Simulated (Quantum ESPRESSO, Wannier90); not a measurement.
Wannierisation of AgNO$_{3}$ (R3m)

```xyz
5
Lattice="2.5909 1.4959 2.8787 -2.5909 1.4959 2.8787 0.0000 -2.9917 2.8787" Properties=species:S:1:pos:R:3 pbc="T T T"
Ag     0.0000     0.0000    -0.0169
N      0.0000     0.0000    -3.6781
O      0.0000     1.7214     2.0993
O     -1.4908    -0.8607     2.0993
O      1.4908    -0.8607     2.0993
```

Structure: Materials Project mp-8196, symmetrised, not relaxed again. COD (Crystallography Open Database) has the formula in 2 space groups, this one among them (matched by group alone). Level: PBEsol, spinors with spin-orbit coupling; pw.x of Quantum ESPRESSO at 68 Ry with PseudoDojo potentials, 6×6×6 k-points, Wannier90. Density: 8×8×8 mesh, cold smearing 0.01 Ry.

A tight-binding model is made by disentanglement and projection with no localisation steps (num_iter = 0), so the 34 orbitals stay atom-like: hydrogen-like Ag: d; N: p; O: p, axes along x, y, z; frozen window up to 3.11 eV relative to the valence-band maximum. It follows pw.x to 7.6 meV rms for states up to 2.6 eV relative to the valence-band maximum. Matrix elements depend on this choice of orbitals and windows.

The 30 largest hoppings ⟨m,0|H|n,R⟩ between different sites (one of each Hermitian pair; signs follow the real orbitals' lobes; the list may end inside a set of equal values):

```csv
m,n,R,distance of the centres (Å),t (eV),Im t (eV)
O3 py↑,N2 py↑,1 1 0,1.10,6.474,0.000
O3 py↓,N2 py↓,1 1 0,1.10,6.474,0.000
O4 px↑,N2 py↑,0 1 1,1.20,4.187,0.002
O4 px↓,N2 py↓,0 1 1,1.20,4.187,-0.002
O4 py↑,N2 px↑,0 1 1,1.22,4.187,0.000
O4 py↓,N2 px↓,0 1 1,1.22,4.187,0.000
O5 px↑,N2 py↑,1 0 1,1.20,-4.187,0.002
O5 px↓,N2 py↓,1 0 1,1.20,-4.187,-0.002
O5 py↑,N2 px↑,1 0 1,1.22,-4.187,0.000
O5 py↓,N2 px↓,1 0 1,1.22,-4.187,0.000
O4 px↑,N2 px↑,0 1 1,1.17,4.056,-0.002
O4 px↓,N2 px↓,0 1 1,1.17,4.056,0.002
O5 px↑,N2 px↑,1 0 1,1.17,4.056,0.002
O5 px↓,N2 px↓,1 0 1,1.17,4.056,-0.002
O3 px↑,N2 px↑,1 1 0,1.31,-3.196,0.000
O3 px↓,N2 px↓,1 1 0,1.31,-3.196,0.000
O4 pz↑,N2 pz↑,0 1 1,1.28,-3.072,0.000
O4 pz↓,N2 pz↓,0 1 1,1.28,-3.072,0.000
O5 pz↑,N2 pz↑,1 0 1,1.28,-3.072,0.000
O5 pz↓,N2 pz↓,1 0 1,1.28,-3.072,0.000
O3 pz↑,N2 pz↑,1 1 0,1.28,-3.072,0.000
O3 pz↓,N2 pz↓,1 1 0,1.28,-3.072,0.000
O3 py↑,O5 px↑,0 1 -1,1.96,2.936,-0.002
O3 py↓,O5 px↓,0 1 -1,1.96,2.936,0.002
O3 py↑,O4 px↑,1 0 -1,1.96,-2.936,-0.002
O3 py↓,O4 px↓,1 0 -1,1.96,-2.936,0.002
O5 px↑,O4 px↑,1 -1 0,2.15,-2.852,0.004
O5 px↓,O4 px↓,1 -1 0,2.15,-2.852,-0.004
O3 py↑,O5 py↑,0 1 -1,2.12,-2.087,0.003
O3 py↓,O5 py↓,0 1 -1,2.12,-2.087,-0.003
```
